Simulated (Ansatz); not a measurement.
Calculated 17O NMR of the central transition for VOF3

Cell: a Materials Project structure (computed, not necessarily an observed phase).

```cif
data_VOF3
_symmetry_space_group_name_H-M 'Pnc2'
_symmetry_Int_Tables_number 30
_cell_length_a 4.8556
_cell_length_b 5.1130
_cell_length_c 11.7944
_cell_angle_alpha 90.000
_cell_angle_beta 90.000
_cell_angle_gamma 90.000
loop_
_atom_site_label
_atom_site_type_symbol
_atom_site_symmetry_multiplicity
_atom_site_Wyckoff_symbol
_atom_site_fract_x
_atom_site_fract_y
_atom_site_fract_z
V1 V 2 a 0.0000 0.0000 0.0941
V2 V 2 b 0.5000 0.0000 0.9292
O O 4 c 0.2892 0.1710 0.0425
F9 F 4 c 0.3733 0.2172 0.8249
F10 F 4 c 0.8557 0.2248 0.1873
F11 F 4 c 0.7957 0.2324 0.9499
```

One atom of each set is listed.

All values are calculated (Ansatz; DFT, PBE, plane waves and PAW, scalar-relativistic, 420 eV cutoff, Γ-centred 5×5×2 k-points, Fermi–Dirac smearing 0.02 eV), not measured.

17O has I = 5/2 and Q = -25.58 mb (Pyykkö 2018); at 14.1 T its Larmor frequency is ν₀ = 81.4 MHz. Only the quadrupole interaction is simulated: positions count from each site's isotropic chemical shift, and J coupling is left out, as are shift anisotropy and dipolar coupling, which fast spinning averages.

(1) Simulate the second-order pattern (fast magic-angle spinning, Gaussian broadening 0.03 kHz) of site O (2 V at 1.76–1.90 Å, angle 116°).

## Answers

(1) The calculation gives C_Q = 1.69 MHz and η = 0.82, so ν_Q = 0.253 MHz and the centre of gravity lies at -3.16 ppm (-0.258 kHz).

offset (kHz), height and a bar:
```
  -0.6185          0 
  -0.6018          1 
  -0.5850          4 #
  -0.5682          8 ##
  -0.5515         11 ###
  -0.5347         16 #####
  -0.5179         20 ######
  -0.5011         21 ######
  -0.4844         22 ######
  -0.4676         22 #######
  -0.4508         23 #######
  -0.4341         24 #######
  -0.4173         26 ########
  -0.4005         27 ########
  -0.3838         29 #########
  -0.3670         31 #########
  -0.3502         35 ###########
  -0.3335         49 ###############
  -0.3167         80 ########################
  -0.2999        100 ##############################
  -0.2832         95 #############################
  -0.2664         92 ############################
  -0.2496         92 ############################
  -0.2329         80 ########################
  -0.2161         66 ####################
  -0.1993         57 #################
  -0.1825         52 ################
  -0.1658         48 ##############
  -0.1490         44 #############
  -0.1322         41 ############
  -0.1155         39 ############
  -0.0987         37 ###########
  -0.0819         35 ###########
  -0.0652         34 ##########
  -0.0484         32 ##########
  -0.0316         31 #########
  -0.0149         25 #######
   0.0019         11 ###
   0.0187          2 #
   0.0354          0
```

The largest force is 0.9 eV/Å, so the atoms aren't at the calculated equilibrium and relaxing them would move these values.
